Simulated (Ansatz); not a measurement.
## Vibrations of CdPt (P4/mmm) by finite displacements

```
Cd Pt
1.0
     2.94640    0.00000    0.00000
     0.00000    2.94640    0.00000
     0.00000    0.00000    3.83108
Cd Pt
1 1
Cartesian
  0.0000 0.0000 0.0000
  1.4732 1.4732 1.9155
```

The conventional cell has a = 2.946 Å, b = 2.946 Å, c = 3.831 Å, α = 90.00°, β = 90.00°, γ = 90.00°. Cd (atom 1) has 8 Pt at 2.83 Å and 4 Cd at 2.95 Å as nearest neighbours. Pt (atom 2) has 8 Cd at 2.83 Å and 4 Pt at 2.95 Å as nearest neighbours.

Computed, not measured; unless marked otherwise by PBEsol, PAW on Ansatz 0.2.0's default frozen-core files (fitted under PBE), scalar-relativistic. k mesh 14×14×10, Fermi-Dirac smearing of 0.050 eV, cutoff 420 eV. The cell was relaxed by PAW under this functional. This phase needn't be the one found at ambient conditions.

Atoms are displaced by 0.0025 Å in the smallest supercells that hold the wave vectors of a 2×2×2 mesh. Negative values stand for unstable modes.

Q: What are the phonon energies at the solved wave vectors, in meV?

A: 

| q | point | modes (meV) |
| --- | --- | --- |
| 0.000 0.000 0.000 | Gamma | 15.94 (×2), 21.74 |
| 0.500 0.000 0.000 | X | 10.45, 12.13, 12.19, 14.94, 16.92, 22.37 |
| 0.500 0.500 0.000 | M | 10.78 (×2), 13.43, 15.35, 22.71 (×2) |
| 0.000 0.000 0.500 | Z | 9.05 (×2), 12.98 (×2), 14.15, 20.59 |
| 0.500 0.000 0.500 | R | 5.03, 9.07, 10.92, 11.79, 22.14, 23.64 |
| 0.500 0.500 0.500 | A | 12.63, 14.51 (×2), 17.01, 20.50 (×2) |

Q: Is the structure dynamically stable at these wave vectors?

A: Yes, no mode is unstable there; wave vectors off this mesh aren't tested.

Q: How do the optical zone-centre modes decompose, and which are active?

A: Point group 4/mmm: Γ_opt = Eu + A2u.

| label | meV | activity | mostly |
| --- | --- | --- | --- |
| Eu | 15.94 | IR | Cd (63 %) |
| A2u | 21.74 | IR | Cd (63 %) |

In a metal the activity is that of symmetry alone; free carriers screen the infrared modes.

Q: The cell is scaled evenly to 32.593 and 33.924 Å³ (from 33.259), with free atoms relaxed and the shape held, so these aren't the values under hydrostatic pressure. What are the mode Grüneisen parameters γ = −d ln ω/d ln V?

A: For the highest mode, 199.9 cm⁻¹ in the small cell and 181.8 in the large one give γ ≈ 2.37. From the change of the dynamical matrix on each mode:

```tsv
point	cm⁻¹	γ
Gamma	128.6	2.59
Gamma	175.3	2.72
X	84.3	2.03
X	97.8	2.96
X	98.3	2.46
X	120.5	3.22
X	136.4	2.65
X	180.4	1.94
M	87.0	3.02
M	108.3	2.41
M	123.8	2.87
M	183.2	2.37
Z	73.0	2.87
Z	104.7	2.41
Z	114.1	2.37
Z	166.1	2.17
R	40.5	6.90
R	73.2	0.74
R	88.1	2.01
R	95.1	2.59
R	178.6	2.71
R	190.7	2.38
A	101.8	2.63
A	117.0	3.37
A	137.2	2.55
A	165.3	2.07
```

Weighted by the modes' heat capacities at 300 K, the mean on this mesh is 2.68; it moves with the q mesh, and a coarse one overweights the zone boundary.

Known limits: frozen-core PAW files fitted under PBE, their cores solved anew for the functional of the run; responses of metals move with mesh and smearing; no spin-orbit coupling on heavy atoms.
